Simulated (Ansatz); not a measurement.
BaTiHO₂ in space group P4/mmm (No. 123; Ba on 1d, Ti on 1a, O on 2f, H on 1b) under volume change, the program Ansatz at the PBEsol level (PAW), shape and atoms relaxed at each volume.

```
V (Å³/atom)  E − E(relaxed) (meV/atom)  P (GPa)
-----------  -------------------------  -------
11.361                            47.6    14.79
11.736                            19.9     9.03
12.110                             4.7     4.14
12.485                             0.0    -0.01
12.860                             4.3    -3.52
13.234                            16.0    -6.47
13.609                            34.1    -8.93
```

Question: What does a third-order Birch–Murnaghan fit give for V₀, B₀ and B′?

Answer: V₀ = 12.48 Å³/atom, B₀ = 126 GPa, B′ = 4.6.

The start of the workflow was typed in or built on a structure type; neither database checked (COD, Materials Project) lists it. Whether it is the stable phase at ambient conditions was not checked. The PBEsol relaxation kept the symmetry of its start; whether a distortion lowers the energy is not shown. The final state is ferromagnetic, chosen from 4 collinear starts compared on coarse meshes (ties went to the first, and starts can fall back to one state), not a proven ground state. No Hubbard U is applied. Spin–orbit coupling is left out wherever it is not named.

Potentials: the later of the program's two PAW sets.
